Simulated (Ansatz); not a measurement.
YMg₅: do energies and stresses tell the same story?

Theory: Ansatz 0.2.0, DFT r2SCAN, scalar-relativistic, plane waves, PAW.

Settings: cutoff 500 eV, Γ-centred mesh 9×9×8 on the computed 6-atom cell, Gaussian smearing of 0.10 eV; no spin polarisation.

Relaxed cell: P-62m, a = 5.776 Å, b = 5.776 Å, c = 5.084 Å, α = 90.00°, β = 90.00°, γ = 120.00°, 6 atoms in the primitive cell. Whether it is the stable form of this composition wasn't checked.

Energies at zero smearing and pressures from the stress tensor, at volumes with shape and atoms relaxed:
| V (Å³/atom) | E − E(first) (meV/atom) | P (GPa) |
| --- | --- | --- |
| 23.008 | 0.00 | 2.78 |
| 23.743 | -9.21 | 1.31 |
| 24.477 | -12.11 | 0.00 |
| 25.211 | -9.42 | -1.13 |
| 25.946 | -2.00 | -2.10 |

Question: Check P = −dE/dV between neighbouring volumes, and get the bulk modulus from the pressures alone.

Answer: With 1 eV/Å³ = 160.2 GPa:
| middle V (Å³/atom) | −ΔE/ΔV (GPa) | mean P (GPa) |
| --- | --- | --- |
| 23.375 | 2.009 | 2.044 |
| 24.110 | 0.634 | 0.657 |
| 24.844 | -0.587 | -0.565 |
| 25.578 | -1.619 | -1.615 |

The two differ by 0.03 GPa at most. The mean of two end pressures misses the average over a step by about ΔV² P″/12, up to 0.01 GPa here; with that taken off 0.02 GPa remains. Around V = 24.477 Å³/atom, the two neighbours give B = −V ΔP/ΔV = 24.477 × 2.44 / 1.469 = 40.7 GPa, against B0 = 40.1 GPa from the Birch–Murnaghan fit of the energies.